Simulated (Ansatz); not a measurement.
# AgB$_{2}$, a database entry at a rescaled volume

```yaml
crystal:
  lattice:
    - [3.01303, 0.00000, 0.00000]
    - [-1.50651, 2.60936, 0.00000]
    - [0.00000, 0.00000, 3.25407]
  atoms:
    - { symbol: B, position: [0.33330, 0.66670, 0.50000] }
    - { symbol: B, position: [0.66660, 0.33330, 0.50000] }
    - { symbol: Ag, position: [0.00000, 0.00000, 0.00000] }
```

Level: PBE, no spin polarisation; 420 eV; 13×13×10 Γ-centred mesh; fermi-dirac occupations (width 0.1 eV); Ansatz 0.2.0, fixed geometry.

Task: What does the stress say?

Result: The pressure is 49.2 GPa (compression positive), so with the atoms held at these fractions the cell would first expand. The principal stresses 38.0, 38.0, 71.6 GPa differ, so its shape would change too.

Task: What is the formation energy?

Result: 0.92 eV an atom against the elements' usual phases (free molecules for gases, crystals otherwise, with no correction for O₂ or N₂), so at this geometry it isn't bound against them. Relaxing would lower it.

Task: How is the charge shared?

Result: Bader charges in e: Ag +0.40, B -0.20. In the mean Ag gives up most and B takes most.

Task: What happens at the Fermi level?

Result: It is a metal, with about 1.4 states/eV a cell as the mean within 0.25 eV of the Fermi level, mostly B p (70 %) and Ag d (22 %).

Origin: a database entry at a rescaled volume. Caveats: atoms or cell far from equilibrium.
